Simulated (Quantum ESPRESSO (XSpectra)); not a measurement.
Quantum ESPRESSO (XSpectra) run for X-ray absorption at the Br K edge of KBr (Fm-3m). Geometry: Materials Project entry mp-23251 (a computed structure). The cell is the entry's, not relaxed again. The ground-state test found a gap, so occupations are fixed and the excited electron is left out (charged cell on a uniform background); energies count from the highest occupied level. pw.x input:

```
&CONTROL
  calculation = 'scf'
  prefix = 'x'
  pseudo_dir = './pseudo'
  outdir = './out'
/
&SYSTEM
  ibrav = 0
  nat = 12
  ntyp = 3
  ecutwfc = 58
  input_dft = 'PZ'
  tot_charge = 1
  occupations = 'fixed'
/
&ELECTRONS
  conv_thr = 1.2e-07
  mixing_beta = 0.4
/
ATOMIC_SPECIES
Brh 79.904 Br.lda-tm-gipaw-star1s.UPF
K 39.098 K.upf
Br 79.904 Br.lda-tm-gipaw.UPF
CELL_PARAMETERS angstrom
  -3.294540000    3.294540000    6.589080000
   3.294540000    6.589080000    3.294540000
  -3.294540000    6.589080000   -3.294540000
ATOMIC_POSITIONS crystal
K      0.000000000    0.000000000    0.000000000
K      0.000000000    0.500000000    0.500000000
K      0.333333333    0.333333333    0.000000000
K      0.666666667    0.166666667    0.500000000
K      0.333333333    0.833333333    0.500000000
K      0.666666667    0.666666667    0.000000000
Brh    1.000000000    0.750000000    0.750000000
Br     0.000000000    0.250000000    0.250000000
Br     0.333333333    0.083333333    0.750000000
Br     0.666666667    0.916666667    0.250000000
Br     0.333333333    0.583333333    0.250000000
Br     0.666666667    0.416666667    0.750000000
K_POINTS automatic
2 2 2 0 0 0
```

xspectra.x input:

```
&input_xspectra
  calculation = 'xanes_dipole'
  edge = 'K'
  prefix = 'x'
  outdir = './out'
  xonly_plot = .false.
  xiabs = 1
  xcoordcrys = .false.
  xepsilon(1) = 1.0
  xepsilon(2) = 0.0
  xepsilon(3) = 0.0
  xniter = 1500
  xcheck_conv = 50
  xerror = 0.002
  x_save_file = 'x0.sav'
/
&plot
  xnepoint = 451
  xemin = -5.0
  xemax = 40.0
  xgamma = 1.5
  terminator = .true.
  cut_occ_states = .true.
/
&pseudos
  filecore = 'core.wfc'
/
&cut_occ
  cut_desmooth = 0.1
  cut_stepl = 0.01
  cut_ierror = 1e-6
/
3 3 2 1 1 1
```

End of the pw.x output:

```
   -11.2773 -11.1474 -11.1429 -11.0533 -10.2546 -10.2368 -10.2111 -10.1956
   -10.1794 -10.1487 -10.1356 -10.1228 -10.1160 -10.1153 -10.0997 -10.0968
   -10.0855 -10.0809  -9.9598  -9.9544  -9.9455  -9.8482  -4.0995  -4.0940
    -4.0895   0.1203   0.3521   0.4028   0.4183   0.5972   0.6282   0.6848
     0.7398   0.7656   0.8763   0.9746   0.9982   1.0143   1.0255   1.0579

          k = 0.7144-0.3062-0.1021 ( 21554 PWs)   bands (ev):

   -26.4307 -26.4306 -26.4305 -26.4300 -26.4283 -26.4281 -17.3745 -11.2758
   -11.2644 -11.1509 -11.1485 -11.1349 -10.2209 -10.2084 -10.2038 -10.2005
   -10.1908 -10.1787 -10.1120 -10.1099 -10.1084 -10.1053 -10.1020 -10.0935
   -10.0933  -9.9733  -9.9669  -9.9656  -9.9607  -9.9593  -4.0964  -4.0958
    -4.0893   0.2377   0.3759   0.3774   0.3818   0.5066   0.5116   0.7596
     0.8033   0.8616   0.8795   0.9125   0.9808   1.0037   1.0066   1.0127

     highest occupied level (ev):     1.2046

!    total energy              =    -624.44420883 Ry
     estimated scf accuracy    <       0.00000001 Ry

     The total energy is the sum of the following terms:
     one-electron contribution =    -176.99292351 Ry
     hartree contribution      =     116.75390047 Ry
     xc contribution           =    -203.90138586 Ry
     ewald contribution        =    -360.30379994 Ry

     convergence has been achieved in   9 iterations

     XML data file, charge density, pseudopotentials, collected wavefunctions
```

xspectra.x output, shortened:

```
... Begin STEP 1 ...

        Radial transition matrix element(s) used in the calculation of the
        initial vector of the Lanczos basis (|tilde{phi}_abs> normalized)
        | For PAW proj. (l=1) #1: radial matrix element =   0.003613129
        | For PAW proj. (l=1) #2: radial matrix element =   0.004727719

NB: the     5 k-point are not all listed below because npool=  4
        |-------------------------------------------------------------
        ! k-point #     1:  (-0.1191,  0.2552,  0.0170),  0.1111,   1
        |-------------------------------------------------------------
 okvan= F
        |   Norm of the initial Lanczos vector: 0.27324810E-02
        !   => CONVERGED at iter    250 with error=  0.00199281
        |-------------------------------------------------------------
        ! k-point #     2:  (-0.4253,  0.5613, -0.2892),  0.1111,   1
        |-------------------------------------------------------------
 okvan= F
        |   Norm of the initial Lanczos vector: 0.27324808E-02
        !   => CONVERGED at iter    300 with error=  0.00061699
        |-------------------------------------------------------------
        ! k-point #     3:  ( 0.2211,  0.4593,  0.0851),  0.1111,   1
        |-------------------------------------------------------------
 okvan= F
        |   Norm of the initial Lanczos vector: 0.27324800E-02
        !   => CONVERGED at iter    300 with error=  0.00103451
        |-------------------------------------------------------------

        ...
... Begin STEP 2 ...

     The spectrum is calculated using the following parameters:
        energy-zero of the spectrum [eV]:    1.2046
        the occupied states are elimintate from the spectrum
        xemin [eV]:  -5.00
        xemax [eV]:  40.00
        xnepoint:  451
        constant broadening parameter [eV]:    1.500
        Core level energy [eV]: -0.1347E+05
         (from electron binding energy of neutral atoms in X-ray data booklet)

     Cross-section successfully written in xanes.dat

     ... End STEP 2 ...

     xanes        :     18.29s CPU     18.44s WALL (       1 calls)

     -------------------------------------------------------------------------
                                END JOB XSpectra
     -------------------------------------------------------------------------
```

xanes.dat for the field along x, every fifth line (energy in eV, cross section):

```
   -5.000   2.5290e-05
   -4.500   2.6920e-05
   -4.000   2.8740e-05
   -3.500   3.0790e-05
   -3.000   3.3100e-05
   -2.500   3.5730e-05
   -2.000   3.8750e-05
   -1.500   4.2230e-05
   -1.000   4.6290e-05
   -0.500   5.1080e-05
    0.000   5.6790e-05
    0.500   6.3720e-05
    1.000   7.2220e-05
    1.500   8.2880e-05
    2.000   9.6520e-05
    2.500   1.1440e-04
    3.000   1.3840e-04
    3.500   1.7130e-04
    4.000   2.1660e-04
    4.500   2.7850e-04
    5.000   3.5950e-04
    5.500   4.5540e-04
    6.000   5.4820e-04
    6.500   6.1460e-04
    7.000   6.3910e-04
    7.500   6.3260e-04
    8.000   6.2540e-04
    8.500   6.2910e-04
    9.000   6.3190e-04
    9.500   6.2690e-04
   10.000   6.1630e-04
   10.500   5.8990e-04
   11.000   5.4190e-04
   11.500   4.8440e-04
   12.000   4.3180e-04
   12.500   3.9690e-04
   13.000   3.8690e-04
   13.500   4.0000e-04
   14.000   4.2700e-04
   14.500   4.5540e-04
   15.000   4.7930e-04
   15.500   5.0160e-04
   16.000   5.2600e-04
   16.500   5.5370e-04
   17.000   5.7870e-04
   17.500   5.8840e-04
   18.000   5.8170e-04
   18.500   5.7050e-04
   19.000   5.6090e-04
   19.500   5.4940e-04
   20.000   5.3610e-04
   20.500   5.2890e-04
   21.000   5.3380e-04
   21.500   5.5000e-04
   22.000   5.7090e-04
   22.500   5.8780e-04
   23.000   5.9560e-04
   23.500   5.9290e-04
   24.000   5.7970e-04
   24.500   5.5820e-04
   25.000   5.3370e-04
   25.500   5.0800e-04
   26.000   4.8310e-04
   26.500   4.6410e-04
   27.000   4.5450e-04
   27.500   4.5330e-04
   28.000   4.5680e-04
   28.500   4.6060e-04
   29.000   4.6100e-04
   29.500   4.5850e-04
   30.000   4.5820e-04
   30.500   4.6180e-04
   31.000   4.6480e-04
   31.500   4.6520e-04
   32.000   4.6600e-04
   32.500   4.6870e-04
   33.000   4.7030e-04
   33.500   4.6950e-04
   34.000   4.6920e-04
   34.500   4.6960e-04
   35.000   4.6710e-04
   35.500   4.6130e-04
   36.000   4.5560e-04
   36.500   4.5170e-04
   37.000   4.4970e-04
   37.500   4.4900e-04
   38.000   4.4860e-04
   38.500   4.4800e-04
   39.000   4.4780e-04
   39.500   4.4840e-04
   40.000   4.4940e-04
```
